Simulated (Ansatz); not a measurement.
Below is a relaxed structure of Al₃Co₂Ni. The cell was found from a structure generator's guess, not taken from experiment.

Computed with Ansatz, DFT PBE, scalar-relativistic, plane waves, PAW. Cutoff 420 eV, Γ-centred mesh, Gaussian smearing, collinear spin.

```yaml
crystal:
  lattice:
    - [2.87487, 0.00000, 0.00000]
    - [0.00000, 2.87487, 0.00000]
    - [0.00000, 0.00000, 8.56840]
  atoms:
    - { symbol: Al, position: [0.50000, 0.50000, 0.00000] }
    - { symbol: Al, position: [0.50000, 0.50000, 0.33019] }
    - { symbol: Al, position: [0.50000, 0.50000, 0.66981] }
    - { symbol: Co, position: [0.00000, 0.00000, 0.83280] }
    - { symbol: Co, position: [0.00000, 0.00000, 0.16720] }
    - { symbol: Ni, position: [0.00000, 0.00000, 0.50000] }
```

Formation energies are uncorrected and refer to the elements' standard structures at the same level.

Question: Find its symmetry and describe it.

Answer: P4/mmm (No. 123). Conventional cell: a = 2.875 Å, c = 8.568 Å. Al on a site of symmetry 4/mmm is surrounded by 8 Co at 2.49 Å and 6 Al at 2.83–2.87 Å; Al on a site of symmetry 4mm is surrounded by 4 Co at 2.47 Å, 4 Ni at 2.50 Å and 6 Al at 2.83–2.91 Å; around Co lie 8 Al at 2.47–2.49 Å, 1 Ni at 2.85 Å and 5 Co at 2.87 Å; Ni has 8 Al at 2.50 Å, 2 Co at 2.85 Å and 4 Ni at 2.87 Å.

Question: What is its formation energy per atom?

Answer: −0.60 eV/atom. A negative formation energy is needed for stability but isn't enough: competing phases decide.

Question: Is it a metal?

Answer: Yes, bands cross the Fermi level on the 14×14×6 mesh.

Question: Which magnetic moments does it keep?

Answer: 0.11 μB per atom net, the space between the atoms included; by site: Co -0.3 (×2) μB.

The last run used collinear spin, a 14×14×6 mesh (in the run's order of axes) for its 6-atom cell and Gaussian smearing of 0.10 eV. The magnetic state reached may not be the lowest. A structure relaxed within its symmetry needn't be a true minimum.
